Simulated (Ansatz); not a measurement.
Na$_{2}$Te (anti-fluorite), conventional cell a = b = c = 7.2786 Å, α = β = γ = 90.00°. The calculation uses the primitive cell of 3 atoms, to which meshes and values per cell refer.

This relaxed cell (volume V₀) is scaled evenly in all directions, its shape held. Symmetry pins the atoms to their sites.

All values below come from r2SCAN (plane waves to 500 eV, PAW, scalar-relativistic; Ansatz, an electronic-structure program). k mesh 8×8×8 (Γ-centred), Fermi-Dirac smearing 0.05 eV. Energies are smeared free energies. Na2Te was relaxed with its symmetry unable to fall. Spin-orbit coupling is left out, though Te is heavy. ΔE is measured from the relaxed starting cell.

```
V (Å³/cell)  ΔE (meV/atom)
-----------  -------------
86.76                 25.0
88.69                    ?
90.62                  8.3
92.55                    ?
94.48                  0.9
96.40                  0.0
98.33                  0.8
100.26                   ?
102.19                   ?
104.12                11.6
106.04                17.5
```

Q: Complete the blanks.

A: 
- 88.69, ΔE (meV/atom): 15.4
- 92.55, ΔE (meV/atom): 3.6
- 100.26, ΔE (meV/atom): 3.1
- 102.19, ΔE (meV/atom): 6.7

(Under strain, the slope of the energy per volume gives the stress and its curvature an elastic modulus.)
